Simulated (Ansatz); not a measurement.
LaSi2:
```
CELL_PARAMETERS angstrom
     -2.18630     2.18630     6.85731
      2.18630    -2.18630     6.85731
      2.18630     2.18630    -6.85731
ATOMIC_POSITIONS crystal
  Si 0.41490 0.41490 0.00000
  Si 0.16490 0.66490 0.50000
  Si 0.33510 0.83510 0.50000
  Si 0.58510 0.58510 0.00000
  La 0.00000 0.00000 0.00000
  La 0.75000 0.25000 0.50000
```

Relaxed with r²SCAN.

### Question
Give the Bader charges and basin volumes of the independent atoms, DFT-r²SCAN in the program Ansatz with PAW potentials.

### Answer


```json
[
 {"atom": "Si1", "Bader charge (e)": "-0.71", "Bader volume (Å³)": "21.6"},
 {"atom": "La5", "Bader charge (e)": "+1.43", "Bader volume (Å³)": "22.4"}
]
```

Space group I4_1/amd. The workflow started from an entry of the Crystallography Open Database (COD). Whether it is the stable phase at ambient conditions was not checked. The cell was relaxed with r²SCAN under the symmetry of its start; its stability against distortions is not shown here. Spin–orbit coupling is left out wherever it is not named.

Potentials: the later of the program's two PAW sets.
